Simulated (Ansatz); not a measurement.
## Al3Cu (Pm-3m), an elastic constant from a strain scan

Level of theory: Ansatz, DFT PBEsol, scalar-relativistic, plane waves, PAW. The runs took a 420 eV cutoff, a Γ-centred 12×12×12 mesh and Gaussian smearing (0.15 eV). No spin polarisation. Energies are free energies at this smearing, counted from the undisturbed cell; pressure is positive in compression.

Zero of the scan (relaxed at this level; it needn't be the usual structure):

```
CELL_PARAMETERS angstrom
3.89235 0.00000 0.00000
0.00000 3.89235 0.00000
0.00000 0.00000 3.89235
ATOMIC_POSITIONS crystal
Al 0.00000 0.50000 0.50000
Al 0.50000 0.00000 0.50000
Al 0.50000 0.50000 0.00000
Cu 0.00000 0.00000 0.00000
```

The cell is strained by ε times the Voigt pattern (0, 0, 0, 0, 0, 1) (xx, yy, zz, yz, xz, xy; engineering shear) with fractional coordinates fixed. The cell holds 4 atoms in V0 = 58.97 Å³. The stress column is τ = (1/V0) dE/dε, got from the stress tensor σ (compression positive) at each point as −det(1 + εP) σ : P(1 + εP)⁻¹, with P the pattern as a tensor.

| ε | ΔE (meV/atom) | τ (GPa) |
| --- | --- | --- |
| -0.0875 | 11.446 | -2.825 |
| -0.0750 | 8.502 | -2.319 |
| -0.0625 | 6.072 | -1.916 |
| -0.0500 | 4.076 | -1.564 |
| -0.0375 | 2.452 | -1.265 |
| -0.0250 | 1.172 | -0.951 |
| -0.0125 | 0.307 | -0.527 |
| 0.0000 | 0.000 | 0.000 |
| 0.0125 | 0.307 | 0.527 |
| 0.0250 | 1.172 | 0.951 |
| 0.0375 | 2.452 | 1.265 |
| 0.0500 | 4.076 | 1.564 |
| 0.0625 | 6.072 | 1.916 |
| 0.0750 | 8.502 | 2.319 |
| 0.0875 | 11.446 | 2.825 |
| 0.1000 | ? | ? |

Question: Which combination of elastic constants does this scan measure, and how large is it?

Answer: For small ε, τ = τ0 + Kε with K = pᵀCp, which for this pattern is C44 in the cubic axes. The parabola through τ at ε = -0.0125, 0 and 0.0125 has slope K = 42 GPa at zero. The energies per cell, E = NΔE, of the same two points give K = 2[E(ε₊)/ε₊ − E(ε₋)/ε₋]/[(ε₊ − ε₋)V0] = 43 GPa, in agreement.

Question: Predict the withheld row at ε = 0.1000 from the harmonic law, and compare.

Answer: ΔE = V0(τ0 ε + Kε²/2)/N = 19.404 meV/atom and τ = 4.22 GPa. The calculation gives 15.046 meV/atom and 3.44 GPa: the energy lies 22 % below the harmonic value.

In a metal these slopes depend on the k mesh and the smearing.

Cost: 9 runs of about 0.84 core-minutes in all, on AMD EPYC 9R45 (Zen 5) (shared hosts).